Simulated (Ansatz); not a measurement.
KTaO3 (cubic perovskite)

```
KTaO3
1.0
    3.98928     0.00000     0.00000
    0.00000     3.98928     0.00000
    0.00000     0.00000     3.98928
K Ta O
1 1 3
Direct
  0.00000   0.00000   0.00000
  0.50000   0.50000   0.50000
  0.00000   0.50000   0.50000
  0.50000   0.50000   0.00000
  0.50000   0.00000   0.50000
```

The slice is a {100} plane (indices of the conventional cell) through the point (0.500, 0.500, 0.000) (fractional), spanned by u = [100] and v = [010] in vectors of this cell: u (3.99 Å) and v (3.99 Å, at 90° to u). It covers one period; positions are fractions (u, v).

Calculation: r2SCAN (plane waves to 500 eV, PAW, scalar-relativistic; Ansatz, a quantum-chemistry and plane-wave program). k mesh 8×8×8. Inside the PAW spheres the values are not all-electron values, and peaks at nuclei hang on which shells count as valence. KTaO3 is run without spin polarisation. KTaO3 was relaxed with its symmetry unable to fall. Spin-orbit coupling is left out, though Ta is heavy. The PAW data are Ansatz's earlier set.

### Question
Predict the map of the electron localisation function (ELF) on the slice.

### Answer
```
|xxxx@@@%#+:.         .:+#%@@@xxx|
|xxx%@@%%*=:           :=*%%@@%xx|
|xx%@@@%#+-.           .-+#%@@@%x|
|@@@@@%%*=:             :=*%%@@@@|
|@@@@%%#+:.             .:+#%%@@@|
|@@%%%#+-.     .:::.     .-+#%%%@|
|%%%#*+-.    .-=+++=-.    .-+*#%%|
|##*+=:.    :=*#%%%#*=:    .:=+*#|
|++=-:.   .:+#%@@@@@%#+:.   .:-=+|
|-::.     :+%@@@@@@@@@%+:     .::|
|..      :+%@@@@@@@@@@@%+:      .|
|       .=#@@@@@@@@@@@@@#=.      |
|       -*%@@@@@xxx@@@@@%*-      |
|      .=#@@@@@xxxxx@@@@@#=.     |
|      :+%@@@@xxxxxxx@@@@%+:     |
|      :+%@@@@xxxxxxx@@@@%+:     |
|      :+%@@@@xxxxxxx@@@@%+:     |
|      .=#@@@@@xxxxx@@@@@#=.     |
|       -*%@@@@@xxx@@@@@%*-      |
|       .=#@@@@@@@@@@@@@#=.      |
|..      :+%@@@@@@@@@@@%+:      .|
|-::.     :+%@@@@@@@@@%+:     .::|
|++=-:.   .:+#%@@@@@%#+:.   .:-=+|
|##*+=:.    :=*#%%%#*=:    .:=+*#|
|%%%#*+-.    .-=+++=-.    .-+*#%%|
|@@%%%#+-.     .:::.     .-+#%%%@|
|@@@@%%#+:.             .:+#%%@@@|
|@@@@@%%*=:             :=*%%@@@@|
|xx%@@@%#+-.           .-+#%@@@%x|
|xxx%@@%%*=:           :=*%%@@%xx|
|xxxx@@@%#+:.         .:+#%@@@xxx|
|xxxx@@@%#+-.         .-+#%@@@xxx|
```
Scale: ten equal steps from 0.01 (start of ' ') to 0.88 (end of '@'), in the order ' .:-=+*#%@'. Values: electron localisation function (ELF). The map has 32 points along u (one character each, u = 0 at the left) and 32 along v (v = 0 in the bottom row). Points within 0.4 Å of a nucleus are blanked (x), as the pseudised field means little there.
